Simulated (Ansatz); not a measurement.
Sn3Te2Se:
```
CELL_PARAMETERS angstrom
      4.37214     0.00000     0.00000
     -2.18607     3.78638     0.00000
      0.00000     0.00000    10.65247
ATOMIC_POSITIONS crystal
  Sn 0.00000 0.00000 0.50000
  Sn 0.33333 0.66667 0.15150
  Sn 0.66667 0.33333 0.84850
  Te 0.33333 0.66667 0.67438
  Te 0.66667 0.33333 0.32562
  Se 0.00000 0.00000 0.00000
```

Relaxed with PBEsol. Special points in fractions of this cell's reciprocal vectors: Γ (0.000, 0.000, 0.000); M (0.500, 0.000, 0.000); K (0.333, 0.333, 0.000); A (0.000, 0.000, 0.500); L (0.500, 0.000, 0.500); H (0.333, 0.333, 0.500).

Problem. List the band energies nearest the Fermi level at these points for plane-wave PAW PBEsol (Ansatz code).

Solution. In eV from the Fermi level; about four levels below and three above (degenerate sets whole), none deeper than 8.9 eV; points with the same levels are listed once.

```csv
k,below,above
Γ,-1.85 -1.85 -0.88 -0.63,0.99 0.99 1.04
M,-2.87 -2.55 -1.77 -1.74,1.46 1.48 1.60
K,-2.98 -2.98 -2.30 -2.22 -2.22,2.06 2.06 2.09
A,-1.78 -1.78 -1.77 -1.42 -0.14,0.15 0.45 0.45
L,-3.15 -1.98 -1.95 -0.20,0.16 0.50 0.51
H,-4.18 -4.18 -1.05 -0.97 -0.97,0.49 0.85 0.85
```

Space group P-3m1. The first step of the workflow began from a Materials Project structure, measured or hypothetical; the Crystallography Open Database copy checked does not list it. Its standing as an ambient phase is unchecked. The PBEsol relaxation kept the symmetry of its start; of distortions, only those at the zone centre were tested. The Fermi level of a semimetal is unsure by some 0.05 eV on such meshes. Scalar-relativistic: spin–orbit coupling is off unless named, which matters more the heavier the elements.

Potentials: the later of the program's two PAW sets.
